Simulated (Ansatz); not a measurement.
A relaxed cell of In3GaSbN is given with its symmetry left out. The cell was found from a structure generator's guess, not taken from experiment.

Level of theory: DFT PBE, scalar-relativistic, plane waves, PAW in Ansatz 0.2.0. Cutoff 420 eV, Γ-centred mesh, Gaussian smearing, no spin polarisation.

```
CELL_PARAMETERS angstrom
5.94751 0.00000 0.00000
0.00000 5.94751 0.00000
0.00000 0.00000 4.74694
ATOMIC_POSITIONS crystal
In 0.50000 0.00000 0.50000
In 0.00000 0.50000 0.50000
In 0.00000 0.00000 0.00000
Ga 0.00000 0.00000 0.50000
Sb 0.50000 0.50000 0.50000
N 0.50000 0.50000 0.00000
```

Energies over the elements count from the elements' standard structures at the same level (N₂ as a molecule), with no fitted energy shifts.

Question: Find its symmetry and describe it.

Answer: P4/mmm (No. 123). Conventional cell: a = 5.948 Å, c = 4.747 Å. In on a site of symmetry mmm is surrounded by 2 Ga at 2.97 Å and 2 Sb at 2.97 Å; Ga has 2 In at 2.37 Å and 4 In at 2.97 Å; Sb is surrounded by 2 N at 2.37 Å and 4 In at 2.97 Å; around N lie 2 Sb at 2.37 Å; 1 more site not described.

Question: How far does it lie from the elements in energy?

Answer: +0.86 eV/atom. The separate elements lie lower, so it is unstable against them.

Question: Is it a metal?

Answer: Yes, bands cross the Fermi level on the 6×6×8 mesh.

The last run used a 6×6×8 mesh (in the run's order of axes) for its 6-atom cell and Gaussian smearing of 0.10 eV. These runs have no spin–orbit coupling, which can matter for Sb. Symmetry constrained the relaxation, so the result can be a saddle point. Another cell of In3GaSbN relaxed alike, in P4/mmm, lies 0.39 eV/atom lower, so this cell isn't the stable form at this level.
